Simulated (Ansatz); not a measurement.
## TiAl: pressure against volume

TiAl, Pm-3m, a = 3.171 Å. The structure is a COD entry; whether it is the stable form wasn't checked. Ansatz: r2SCAN, PAW, 500 eV, Γ-centred 14×14×14 mesh on 2 atoms, Gaussian smearing 0.10 eV; no spin polarisation. Symmetry fixes shape and atoms, so the cell is only scaled; pressure is positive in compression.

| V (Å³/atom) | P (GPa) |
| --- | --- |
| 14.033 | ? |
| 14.512 | 13.62 |
| 14.990 | 8.39 |
| 15.468 | 3.88 |
| 15.947 | 0.00 |
| 16.425 | -3.35 |
| 16.904 | -6.24 |
| 17.542 | -9.47 |

Task: Take V0 = 15.947 Å³/atom, fit the third-order Birch–Murnaghan form to the other rows, and predict the missing pressure.

Result: With the Eulerian strain f = ½[(V0/V)^(2/3) − 1] and y = P/[3f(1 + 2f)^(5/2)], the form is the line y = B0 + 1.5 B0 (B0′ − 4) f. Rows (f, y): 0.03244, 119.6; 0.02106, 119.8; 0.01027, 119.7; -0.00975, 120.3; -0.01905, 120.3; -0.03079, 120.2. Means f = 0.0006967, y = 119.98; Σ(Δf)² = 0.003004, ΣΔfΔy = -0.03500; the slope is their ratio. y = 120.0 − 11.65 f GPa, so B0 = 120.0 GPa and B0′ = 4 + 2 × (-11.65)/(3 × 120.0) = 3.94. At V = 14.033, f = 0.04449, y = 119.48 and P = 19.73 GPa. The run gave 19.70 GPa, so the fit is 0.03 GPa too high, a small miss on the scale of the series.

Cost: 8 runs of about 1.2 core-minutes in all, on Intel Xeon Platinum 8175M (Skylake/Cascade Lake) (shared hosts).